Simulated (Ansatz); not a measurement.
# Stress against strain in SbPt

```xyz
4
Lattice="4.1300 0.0000 0.0000 -2.0650 3.5767 0.0000 0.0000 0.0000 5.4720" Properties=species:S:1:pos:R:3 pbc="T T T"
Sb    0.0000    2.3845    1.3680
Sb    2.0650    1.1922    4.1040
Pt    0.0000    0.0000    0.0000
Pt    0.0000    0.0000    2.7360
```

Atoms are numbered in the order listed.

The cell is COD entry 1010041, as deposited and not checked against the literature; nothing was relaxed.

Spin–orbit coupling is left out, though it moves levels of the heavy atoms by tenths of an eV or more.

These are results of Ansatz 0.2.0, DFT, LDA, all-electron LAPW, scalar-relativistic, not measurements.

Numerical set-up: a Γ-centred 11×11×8 k mesh, Fermi–Dirac smearing of 0.08 eV, basis error target 0.5 meV/atom, no spin polarisation.

The strain is applied along the Cartesian axes of the cell as listed (the other components stay zero). Fractional coordinates are held (clamped ions).

σ is the change of stress from the unstrained cell, which is at -0.07 GPa; tension is positive, so slopes are stress–strain coefficients at that pressure. In a metal the k mesh adds noise.

Only quantities that a quadratic follows smoothly over the whole series are listed; rougher ones are left out.

```
    εzz  σzz (GPa)  σxx (GPa)
-0.0200      -5.87      -2.32
-0.0100      -2.75      -1.14
 0.0000       0.00       0.00
 0.0200       4.52       2.22
```

(1) Fit the series and read off the stiffness at zero strain.

(2) One run, at εzz = 0.0100, is withheld. Predict its row.

## Answers

(1) Least-squares fits y = p0 + p1 x + p2 x² to the rows give σzz (GPa): p1 = 260, p2 = -1700; σxx (GPa): p1 = 113, p2 = -130. So C33 = 260 GPa and C13 = 113 GPa, for these axes.

(2) The fits give 2.43, 1.12; the run gave 2.42, 1.12.
